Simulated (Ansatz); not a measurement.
An Ansatz input (plane waves, PAW) for antiNiAs-structured LaS that has something wrong with it:

```yaml
crystal:
  lattice:
    - [4.04106509349, 2.886754637398e-11, 0.0]
    - [-2.02053254677, 3.499665029294, 0.0]
    - [0.0, 0.0, 6.9585317842]
  atoms:
    - { symbol: LAx, position: [0.3333333333333, 0.6666666666667, 0.25] }
    - { symbol: La, position: [0.6666666666667, 0.3333333333333, 0.75] }
    - { symbol: S, position: [0.0, 0.0, 0.0] }
    - { symbol: S, position: [0.0, 0.0, 0.5] }
basis:
  ecutwfc: 420
  ecutrho_ratio: 4
kpoints:
  mp_grid: { grid: [8, 8, 6] }
hamiltonian:
  xc: pbesol
scf:
  occupations: { method: gaussian, width: 0.05 }
  max_iter: 100
output:
  forces: true
  stress: true
```

Launched as:
```sh
ansatz run input.yaml --threads 4 --pin off --max-ram 4096MiB --backend cpu --events-out ev --progress --plain --runs-dir out
```

Problem. What is wrong with it?

Solution. An unknown element. Against the sound input: crystal.atoms[0].symbol: "La" → "LAx" (the cap on iterations is only a precaution).

What the program printed:

```
Error: YAML parse error: error: line 7 column 17: `LAx` is not an element symbol (H … Og, case-exact)
```

The input was refused before any iteration. Run time: 0.02 s on 4 threads of Arm Neoverse N1, with other jobs on the host, peak memory 0.07 GiB. The run before the change (PBEsol, 420 eV, 8×8×6 mesh) gave:

```tsv
run	P (GPa)	gap on the mesh (eV)	cell moment (μB)	largest force component (eV/Å)
sound	0.0	metal	–	0.000
```

This is a trial structure; measured cells of the compound in the Crystallography Open Database are in space group Fm-3m (rock salt).
